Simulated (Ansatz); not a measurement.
The relaxed structure here is a generated cell of GaNi: the first start was made by placing the elements on the sites of a structure type, and the end was not matched to a known phase here, so it may be hypothetical.

One starting cell of GaNi (a generated cell, GaNi built in the AFLOW prototype AB_tP4_131_c_e (B17, as in PtS)) was relaxed twice with Ansatz (plane waves, PAW, scalar-relativistic): with PBEsol at 420 eV and with PBE at 420 eV. The PBEsol result:

GaNi is taken in the tetragonal space group P4₂/mmc (No. 131), Pearson symbol tP4. Lattice parameters: a = b = 3.882 Å, c = 4.907 Å, α = β = γ = 90.00°. Ga on 2c sees 4 Ni at 2.296 Å. Ni on 2e is surrounded by 4 Ga at 2.296 Å and 2 Ni at 2.453 Å. (Neighbours: up to the widest gap in distance over summed covalent radii, below 1.35, at either atom.)

| quantity | PBEsol | PBE |
|---|---|---|
| space group | P4₂/mmc | P4₂/mmc |
| volume (Å³/atom) | 18.48 | 19.45 |
| a (Å) | 3.882 | 3.954 |
| c (Å) | 4.907 | 4.976 |
| gap (eV, no spin-orbit coupling) | 0.00 | 0.00 |

Both levels end in the same structure; PBE's volume is 5.3 % larger. Neither column is exact.

No spin polarisation in the result. A magnetic state may lie lower.

The run could not lose the symmetry of its start, so the end can be a saddle point.

All atoms sit on sites fixed by symmetry, so only the cell could relax.

Ansatz is an electronic-structure program.
